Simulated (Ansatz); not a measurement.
Sb, DFT, PBEsol, PAW with Ansatz's default frozen-core files, scalar-relativistic (Ansatz 0.2.0), run on 1 thread of Arm Neoverse V2 on a shared host.

Structure: COD 9009654, as refined from experiment and not relaxed. The listed cell was then made from it by scaling, straining or moving an atom.

Command: `ansatz run input.yaml --threads 1 --pin off --max-ram 3072MiB --backend cpu --events-out ev --progress --plain --runs-dir out`

```yaml
crystal:
  lattice:
    - [2.1858623424, 1.2620082118, 3.8053879599]
    - [-2.1858623424, 1.2620082118, 3.8053879599]
    - [0.0, -2.5240164235, 3.8053879599]
  atoms:
    - { symbol: Sb, position: [0.23364, 0.23364, 0.23364] }
    - { symbol: Sb, position: [0.76636, 0.76636, 0.76636] }
kpoints:
  mp_grid: { grid: [9, 9, 9] }
scf:
  occupations: { method: fermi_dirac, width: 0.05 }
hamiltonian:
  xc: pbesol
  pseudopotentials: { kind: paw }
output:
  forces: true
  stress: true
  eigenvalues: true
  efg: { contact_densities: true }
```

Q: How large is the problem that the program sets up?

A: 85 irreducible k-points, 1267 plane waves at Γ, 19 bands.

Q: Estimate the wall time and the peak memory.

A: 6.4 s of wall time for 6 SCF iterations, with a peak of 0.4 GiB. Times on shared machines scatter by tens of per cent.

Q: And the same cell and mesh by all-electron LAPW, asked for forces, stress, eigenvalues, on the same hardware?

A: 20 s, peak memory 0.43 GiB.

Q: And the same cell and mesh by crystal-made all-electron datasets, asked for forces, stress, eigenvalues, efg, on the same hardware?

A: 4.6 s, peak memory 0.38 GiB.
